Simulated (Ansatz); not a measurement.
Input:

Starting cell, BN (zinc blende):

```
BN
1.0
    0.00000     3.62409     3.62409
    1.81205     0.00000     1.81205
    1.81205     1.81205     0.00000
N B
2 2
Cartesian
  2.71807   2.71807   2.71807
  2.71807   4.53011   4.53011
  0.00000   0.00000   0.00000
  0.00000   1.81205   1.81205
```

The atoms are displaced by Q × the pattern below (from a DFPT mode at L = (0.5, 0.0, 0.0), largest move 1; Q in Å), at fixed cell. It is one choice among 2 degenerate patterns. (q is in reciprocal vectors of the primitive cell; the cell shown is doubled to hold the pattern.)

```
atom       x       y       z
----  ------  ------  ------
N1     0.215  -0.392   0.607
N2    -0.215   0.392  -0.607
B3     0.285  -0.520   0.805
B4    -0.285   0.520  -0.805
```

Calculation: PBE (plane waves to 420 eV, PAW, scalar-relativistic; Ansatz, a first-principles code). k mesh 8×16×16 (Γ-centred), Fermi-Dirac smearing 0.05 eV. E stands for the smeared free energy. BN was relaxed with its symmetry unable to fall. The PAW data are Ansatz's earlier set. ΔE is measured from the undisplaced structure.

The scan covers Q from -0.100 to 0.100 Å in 13 points.

Which space group does the distorted structure have?

P1 (No. 1), lowered from F-43m.

What is the energy change at Q = 0.100 Å?

642 meV/cell.

What harmonic wavenumber does the curvature at Q = 0 give?

964 cm⁻¹.

(For displaced atoms, the force is minus the slope of the energy, and its curvature is a force constant, which sets phonon frequencies.)
